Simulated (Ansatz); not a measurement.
Sr2TaNO3:
```xyz
7
Lattice="-2.0021 2.0271 6.3313 2.0021 -2.0271 6.3313 2.0021 2.0271 -6.3313" Properties=species:S:1:pos:R:3 pbc="T T T"
Sr     0.0000     0.0000     8.1708
Sr     0.0000     0.0000     4.4918
Ta     0.0000     0.0000     0.0000
N      0.0000     2.0271     0.0000
O      0.0000     0.0000    10.6302
O      0.0000     0.0000     2.0325
O      2.0021     0.0000     0.0000
```

Relaxed with r²SCAN. Special points in fractions of this cell's reciprocal vectors: Γ (0.000, 0.000, 0.000); X (0.500, 0.500, -0.500); F2 (0.275, 0.725, -0.275); Σ0 (-0.275, 0.275, 0.275); Y0 (0.276, -0.276, 0.276); U0 (0.724, 0.276, -0.276); R (0.000, 0.500, 0.000); W (0.250, 0.250, 0.250); S (0.500, 0.000, 0.000); T (0.000, 0.000, 0.500).

Task: List the band energies nearest the valence-band maximum at these points for r²SCAN with spin–orbit coupling (plane waves, PAW; program Ansatz).

Result: In eV from the valence-band maximum; about four levels below and three above (degenerate sets whole), none deeper than 8.9 eV; points with the same levels are listed once.

| k | below | above |
|---|---|---|
| Γ | -0.99 -0.99 0.00 0.00 | 1.05 1.05 2.12 2.12 |
| X | -1.01 -1.01 -0.05 -0.05 | 1.07 1.07 2.70 2.70 |
| F2 | -0.94 -0.94 -0.31 -0.31 | 2.89 2.89 3.81 3.81 |
| Y0 | -2.51 -2.51 -0.78 -0.78 | 2.76 2.76 4.43 4.43 |
| R | -0.87 -0.87 -0.31 -0.31 | 2.85 2.85 3.85 3.85 |
| W | -1.11 -1.11 -0.65 -0.65 | 4.07 4.07 4.69 4.69 |
| S | -2.44 -2.44 -0.81 -0.81 | 2.73 2.73 4.33 4.33 |
| T | -1.06 -1.06 -0.65 -0.65 | 4.17 4.17 4.55 4.55 |

Space group Immm. The first step of the workflow began from a Materials Project structure, measured or hypothetical; the Crystallography Open Database copy checked does not list it. With N and O taken as one species the cell has the higher symmetry I4/mmm, so it may be an ordered model of a mixed-site phase. Its standing as an ambient phase is unchecked. Symmetry was held in the r²SCAN relaxation; its stability against distortions is not shown here. No spin polarisation was allowed.

Potentials: the later of the program's two PAW sets.
